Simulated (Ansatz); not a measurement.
Relaxed bulk Pt:

```yaml
crystal:
  lattice:
    - [0.00000, 1.94688, 1.94688]
    - [1.94688, 0.00000, 1.94688]
    - [1.94688, 1.94688, 0.00000]
  atoms:
    - { symbol: Pt, position: [0.00000, 0.00000, 0.00000] }
```

Miller indices refer to the conventional cell of Fm-3m (No. 225), a = 3.894 Å, b = 3.894 Å, c = 3.894 Å, α = 90.00°, β = 90.00°, γ = 90.00°.

The (111) slab of 5 planes, 9.0 Å thick with 15 Å of vacuum as cut; outer planes Pt (top) and Pt (bottom).

All numbers below come from DFT LDA, scalar-relativistic, plane waves, PAW in Ansatz. Settings: cutoff 420 eV, Γ-centred mesh 15×15×1 on the computed 5-atom cell, Gaussian smearing of 0.10 eV; no spin polarisation. The cell repeats along c with a dipole correction in the vacuum.

With the atoms at the bulk's places:

* Surface energy (mean of both faces): 2.03 J/m²
* Work function: 6.05 eV

Task: What changes when all atoms relax within this surface cell and its symmetry?

Result: The energy falls by 0.007 J/m² a face, and the largest move is 0.02 Å.

```yaml
Surface_energy_mean_of_both_faces: 2.03 J/m²
Work_function: 6.05 eV
```

```csv
plane (bottom to top),atoms,"spacing to next, bulk (Å)",relaxed (Å),change (%)
1,Pt,2.248,2.265,+0.7
2,Pt,2.248,2.227,-0.9
3,Pt,2.248,2.227,-0.9
4,Pt,2.248,2.265,+0.7
5,Pt,,,
```

Spin-orbit coupling is left out, which matters for the bands of heavy elements.